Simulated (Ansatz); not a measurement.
## Ti₂CuSb₃ under strain

Level of theory: Ansatz, DFT PBEsol, scalar-relativistic, plane waves, PAW. Run with 420 eV cutoff, 10×10×6 k-mesh, Gaussian smearing of 0.10 eV, no spin polarisation.

Reference structure (relaxed):

```
CELL_PARAMETERS angstrom
3.74872 0.00000 0.00000
0.00000 3.74872 0.00000
0.00000 0.00000 8.17143
ATOMIC_POSITIONS crystal
Ti 0.00000 0.50000 0.73750
Ti 0.50000 0.00000 0.26250
Cu 0.00000 0.00000 0.00000
Sb 0.00000 0.50000 0.37514
Sb 0.50000 0.00000 0.62486
Sb 0.50000 0.50000 0.00000
```

Deformation: all cell vectors scaled alike, the atoms relaxed, all within the symmetry that the strain leaves. Energies are extrapolated to zero smearing. Stress is positive in compression, on the Cartesian axes of the cell above.

Strains computed: -6.0, -4.0, -2.0, +2.0, +4.0, +6.0 %.

**Question.** At which strain does the energy stand 24.1 meV/atom over the relaxed crystal with σxx = 7.40, σyy = 7.40, σzz = 7.20 GPa?

**Answer.** -2.0 %.